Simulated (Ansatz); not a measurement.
Sn (beta-Sn type, space group I4_1/amd)

```yaml
crystal:
  lattice:
    - [-2.91645, 2.91645, 1.57904]
    - [2.91645, -2.91645, 1.57904]
    - [2.91645, 2.91645, -1.57904]
  atoms:
    - { symbol: Sn, position: [0.75000, 0.25000, 0.50000] }
    - { symbol: Sn, position: [0.00000, 0.00000, 0.00000] }
```

The slice is a (100) plane (indices of the conventional cell) through the point (0.000, 0.000, 0.000) (fractional), spanned by u = [110] and v = [101] in vectors of this cell: u (3.16 Å) and v (5.83 Å, at 90° to u). It covers one period; positions are fractions (u, v).

Level of theory: PBEsol (plane waves to 420 eV, PAW, scalar-relativistic; Ansatz, a program for electronic structure). k mesh 17×17×17. These are valence fields of a PAW run, semicore shells included where kept as valence: close to a nucleus they are smooth pseudo fields. Sn was relaxed with its symmetry unable to fall.

Problem. The ELF has a maximum in the middle third of the Sn–Sn line. Where, and how high?

Solution. 0.53, 1.5 Å from Sn.

Problem. Predict the map of the electron localisation function (ELF) on the slice.

Solution. 
```
|xx25677552x|
|12556666552|
|55567545555|
|67887423566|
|99987422357|
|88666542357|
|65555555457|
|54213556676|
|51xxx356775|
|40xxx256775|
|51xxx356775|
|54213556676|
|65555555457|
|88666542357|
|99987422357|
|67887423566|
|55567545555|
|12556666552|
|xx25677552x|
|xx15577551x|
```
Scale: ten equal steps from 0.07 (start of '0') to 0.53 (end of '9'), in the order '0123456789'. Values: electron localisation function (ELF). The map has 11 points along u (one character each, u = 0 at the left) and 20 along v (v = 0 in the bottom row). Points within 0.5 Å of a nucleus are blanked (x), as the pseudised field means little there.
